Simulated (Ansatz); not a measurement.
## SrAsPt: do energies and stresses tell the same story?

The calculation used Ansatz, DFT PBEsol, scalar-relativistic, plane waves, PAW.

Plane waves to 420 eV, a k mesh through Γ of 12×12×4 on the computed 6-atom cell and Gaussian smearing (0.10 eV); no spin polarisation.

Relaxed cell: P6_3/mmc, a = 4.239 Å, b = 4.239 Å, c = 8.909 Å, α = 90.00°, β = 90.00°, γ = 120.00°, 6 atoms in the primitive cell. Whether it is the stable form of this composition wasn't checked.

Energies at zero smearing and pressures from the stress tensor, at volumes with shape and atoms relaxed:
```csv
V (Å³/atom),E − E(first) (meV/atom),P (GPa)
21.723,0.00,5.07
22.416,-15.89,2.33
23.110,-20.74,-0.02
23.803,-16.06,-2.06
24.496,-3.18,-3.82
```

Question: Check P = −dE/dV between neighbouring volumes, and get the bulk modulus from the pressures alone.

Answer: With 1 eV/Å³ = 160.2 GPa:
```json
{"middle V (Å³/atom)": "22.070", "−ΔE/ΔV (GPa)": "3.671", "mean P (GPa)": "3.697"}
{"middle V (Å³/atom)": "22.763", "−ΔE/ΔV (GPa)": "1.121", "mean P (GPa)": "1.155"}
{"middle V (Å³/atom)": "23.456", "−ΔE/ΔV (GPa)": "-1.081", "mean P (GPa)": "-1.041"}
{"middle V (Å³/atom)": "24.150", "−ΔE/ΔV (GPa)": "-2.976", "mean P (GPa)": "-2.940"}
```

The two differ by 0.04 GPa at most. The mean of two end pressures misses the average over a step by about ΔV² P″/12, up to 0.04 GPa here; with that taken off 0.02 GPa remains. Around V = 23.110 Å³/atom, the two neighbours give B = −V ΔP/ΔV = 23.110 × 4.39 / 1.387 = 73.2 GPa, against B0 = 73.3 GPa from the Birch–Murnaghan fit of the energies.

Spin–orbit coupling is left out, which can shift energies with elements as heavy as these.